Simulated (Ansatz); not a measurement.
Relaxed-ion elastic tensor of NbCuN₂ in space group R-3m (No. 166; Nb on 3b, Cu on 3a, N on 6c) in GPa (Voigt order), PBEsol in the plane-wave PAW code Ansatz; density 6.30 g/cm³, 12.16 Å³ per atom.

|  | 1 | 2 | 3 | 4 | 5 | 6 |
|---|---|---|---|---|---|---|
| 1 | 361 | 94.6 | 134 | 0.6 | 0.0 | 0.0 |
| 2 | 94.6 | 361 | 134 | -0.6 | 0.0 | 0.0 |
| 3 | 134 | 134 | 512 | 0.0 | 0.0 | 0.0 |
| 4 | 0.6 | -0.6 | 0.0 | 11.8 | 0.0 | 0.0 |
| 5 | 0.0 | 0.0 | 0.0 | 0.0 | 11.8 | 0.6 |
| 6 | 0.0 | 0.0 | 0.0 | 0.0 | 0.6 | 133 |

**Question.** Is the crystal mechanically stable?

**Answer.** Yes: the smallest eigenvalue of C is 11.8 GPa.

**Question.** Work out the Voigt and Reuss bounds. Is their mean of use?

**Answer.** K_V = 217, K_R = 209; G_V = 89.4, G_R = 26.2 GPa. The bounds lie so far apart that a Hill average or a Debye temperature from it would say little.

The start of the workflow was typed in or built on a structure type; neither database checked (COD, Materials Project) lists it. Its standing as an ambient phase is unchecked. Symmetry was held in the PBEsol relaxation; whether a distortion lowers the energy is not shown. The workflow began spin-polarised and lost its moments.

Potentials: the earlier of the program's two PAW sets. The files were generated under PBE; for other functionals the program regenerates the frozen cores, and for LDA and PBEsol the local potential too.
